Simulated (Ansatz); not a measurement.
With plane-wave PAW r²SCAN+D4 (Ansatz code), BC3 in the hexagonal phase (P6/mmm; B on 2c, C on 6l) relaxes to a = 5.145 Å, c = 3.722 Å. B has 3 nearest neighbours from 1.56 Å (trigonal planar). Against the elements it lies at 0.20 eV/atom, with no fitted shifts.

It is gapped at this level: 0.10 eV (indirect). The valence maximum lies at A and the conduction minimum at L (3 equivalent valleys). The screened hybrid HSE06 puts the gap at 0.74 eV. Electrons at the band edge weigh 0.12, 0.87, 1.3 mₑ (principal values).

An equation-of-state fit gives a bulk modulus of 22.0 GPa. The relaxed-ion elastic constants in GPa are C11 = 758, C12 = 135, C13 = -4.3, C33 = 23.6, C44 = -4.5. Bader charges are B +2.06, C -0.69 e.

The start of the workflow was typed in or built on a structure type; neither database checked (COD, Materials Project) lists it. Whether it is the stable phase at ambient conditions was not checked. The r²SCAN+D4 relaxation kept the symmetry of its start. At this level the phase is mechanically unstable. Its formation energy is positive at this level, so the cell may be metastable or incomplete. The references are the lowest solids computed at this level, not always the standard phases.

Potentials: the earlier of the program's two PAW sets. The files were generated under PBE; for other functionals the program regenerates the frozen cores, and for LDA and PBEsol the local potential too.
